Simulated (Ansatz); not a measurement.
AgW:
```xyz
2
Lattice="0.0000 2.6332 2.6332 2.6332 0.0000 2.6332 2.6332 2.6332 0.0000" Properties=species:S:1:pos:R:3 pbc="T T T"
Ag     0.0000     0.0000     0.0000
W      2.6332     2.6332     2.6332
```

Relaxed with PBEsol. Special points in fractions of this cell's reciprocal vectors: Γ (0.000, 0.000, 0.000); X (0.500, 0.000, 0.500); U (0.625, 0.250, 0.625); K (0.375, 0.375, 0.750); L (0.500, 0.500, 0.500); W (0.500, 0.250, 0.750).

Q: List the band energies nearest the Fermi level at these points for PBEsol (plane waves, PAW; program Ansatz).

A: In eV from the Fermi level; about four levels below and three above (degenerate sets whole), none deeper than 8.9 eV; points with the same levels are listed once.

| k | below | above |
|---|---|---|
| Γ | -6.58 -6.58 -6.01 -6.01 -6.01 | 0.67 0.67 0.67 |
| X | -4.75 -4.75 -4.33 -1.12 | 0.15 1.22 1.22 |
| U | -4.87 -3.86 -1.24 -0.95 | 0.19 0.94 1.70 |
| L | -4.53 -1.89 -1.56 -1.56 | 0.71 0.71 1.64 |
| W | -3.44 -1.34 -0.86 -0.86 | 1.21 2.92 2.92 |

Space group Fm-3m (rock salt). The start of the workflow was typed in or built on a structure type; neither database checked (COD, Materials Project) lists it. Whether it is the stable phase at ambient conditions was not checked. Symmetry was held in the PBEsol relaxation. At this level the phase is mechanically unstable. No spin polarisation was allowed. Its formation energy is positive at this level, so the cell may be metastable or incomplete. Spin–orbit coupling is left out wherever it is not named.

Potentials: the later of the program's two PAW sets.
